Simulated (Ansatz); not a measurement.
**Field gradients at the nuclei in TiO2**

The cell is an entry of the Crystallography Open Database (COD), its atoms then relaxed with PBE in this cell.

Space group Pbca (No. 61); a = 5.1450, b = 9.1850, c = 5.4470 Å.

```csv
site,Wyckoff,site symmetry,x,y,z
Ti,8c,1,0.1386,0.1290,0.9056
O9,8c,1,0.4646,0.2299,0.8913
O17,8c,1,0.8161,0.0098,0.8506
```

One atom of each set is listed.

Computed with Ansatz: DFT, r2SCAN, plane waves and PAW (field gradients read without the response of the frozen cores, which leaves them typically 4 to 6 % off), scalar-relativistic, 500 eV cutoff, Γ-centred 5×3×4 k-points, Fermi–Dirac smearing 0.02 eV.

C_Q = eQV_zz/h, which is 24.18 MHz for Q = 1 b and V_zz = 10²¹ V/m²; η = (V_xx − V_yy)/V_zz.

⁴⁹Ti: I = 7/2, Q = 247.0 mb; 17O: I = 5/2, Q = -25.58 mb. Q values from Pyykkö, Mol. Phys. 116, 1328 (2018).

Task: Which values are expected at the nuclei?

Result: 

```csv
site,atoms,first shell,V_zz (10²¹ V/m²),η,C_Q (MHz)
Ti,8,6 O at 1.86–2.07 Å,1.97,0.85,11.8
O9,8,3 Ti at 1.92–2.07 Å,-2.65,0.76,1.64
O17,8,3 Ti at 1.86–2.01 Å,2.22,0.96,-1.37
```

Where η is near 1 the sign of V_zz means little.
